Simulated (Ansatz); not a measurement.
Data:

ZrGe2:
Space group P6/mmm (No. 191); a = 4.3227 Å, b = 4.3227 Å, c = 3.4340 Å, α = 90.00°, β = 90.00°, γ = 120.00°

```json
[
 {"atom": "Zr", "site": "1a", "symmetry": "6/mmm", "x": "0.0000", "y": "0.0000", "z": "0.0000"},
 {"atom": "Ge", "site": "2d", "symmetry": "-6m2", "x": "0.3333", "y": "0.6667", "z": "0.5000"}
]
```

This is the PBEsol-relaxed structure.

All from plane-wave PAW PBEsol (Ansatz code), unless another level is named. Estimate the bulk modulus (Birch–Murnaghan fit).

100 GPa.

And the highest zone-centre frequency?

7.04 THz.

A made-up cell: these elements were put on the sites of a structure type; neither database checked (COD, Materials Project) lists it. COD files the formula under space group No. 63. Its standing as an ambient phase is unchecked. The PBEsol relaxation kept the symmetry of its start; its stability against distortions is not shown here. The run is not spin-polarised. As this level gives no gap, phonon frequencies hold no LO–TO term and depend on the k-mesh and smearing (Fermi–Dirac, 0.1 eV here).

Potentials: the earlier of the program's two PAW sets. The files were generated under PBE; for other functionals the program regenerates the frozen cores, and for LDA and PBEsol the local potential too.
